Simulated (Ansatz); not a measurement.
### Question
Each is relaxed and computed with the program Ansatz at the LDA level (PAW). Which alone has a direct gap?
(A) MoS2, R3m (Mo on 3a, S on 3a, S on 3a)
(B) ZnCdSe2, R3m (Zn on 3a, Cd on 3a, Se on 3a, Se on 3a)
(C) MoSe2, P6_3/mmc (Mo on 2c, Se on 4f)
(D) Sn4Te3Se, R3m (Pearson symbol hR8)

### Answer
B, ZnCdSe2, R3m (Zn on 3a, Cd on 3a, Se on 3a, Se on 3a). ZnCdSe2: gap 0.59 eV (direct); MoSe2: gap 0.72 eV (indirect); Sn4Te3Se: gap 0.25 eV (indirect); MoS2: gap 0.70 eV (indirect). Standing as an ambient phase not checked: ZnCdSe2, R3m (Zn on 3a, Cd on 3a, Se on 3a, Se on 3a); Sn4Te3Se, R3m (Pearson symbol hR8). Weakly bound layers, chains or molecules computed without a dispersion correction, so cells and soft constants are ill determined: MoSe2, P6_3/mmc (Mo on 2c, Se on 4f); Sn4Te3Se, R3m (Pearson symbol hR8); MoS2, R3m (Mo on 3a, S on 3a, S on 3a). All cells were relaxed under the symmetry of their starts (and spin orders); stability against distortions was not tested throughout. Rows with no word on spin ran without spin polarisation. Spin–orbit coupling is left out wherever it is not named.

Potentials: the later of the program's two PAW sets.
